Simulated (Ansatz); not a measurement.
A relaxed structure of BaTiO3. Space group R3m (No. 160). All values below come from r2SCAN (plane waves to 500 eV, PAW, scalar-relativistic; Ansatz, a program for electronic structure).

```cif
data_Ba3O9Ti3
_chemical_formula_sum 'Ba3 Ti3 O9'
_space_group_name_H-M_alt 'R3m :H'
_space_group_IT_number 160
_space_group_name_Hall 'R 3 -2"'
_cell_length_a 5.68038
_cell_length_b 5.68038
_cell_length_c 6.99443
_cell_angle_alpha 90.000
_cell_angle_beta 90.000
_cell_angle_gamma 120.000
loop_
_atom_site_label
_atom_site_type_symbol
_atom_site_symmetry_multiplicity
_atom_site_Wyckoff_symbol
_atom_site_fract_x
_atom_site_fract_y
_atom_site_fract_z
_atom_site_occupancy
Ba1 Ba 3 a 0.00000 0.00000 0.01570 1
Ti1 Ti 3 a 0.00000 0.00000 0.50228 1
O1 O 9 b 0.00631 0.50316 0.03189 1
```
(The calculation used a cell of 5 atoms; values per cell refer to that cell.)

Question: Predict the band gap from r2SCAN.

Answer: 2.87 eV, indirect (valence top at T, conduction bottom at Γ) (no spin-orbit coupling).

Question: What smallest direct gap does r2SCAN give?

Answer: 3.24 eV at 14 % of the way from Γ to S0.

No spin polarisation in the result.

It was reached from a disturbed copy of a Pm-3m (No. 221) cell (cubic perovskite type), against which it lies -0.009 eV/atom.

The first start was generated by placing the elements on the sites of a structure type. A measured structure of BaTiO3 has the same space group, R3m (No. 160); the sites were not compared with it. Another known form has space group No. 99.
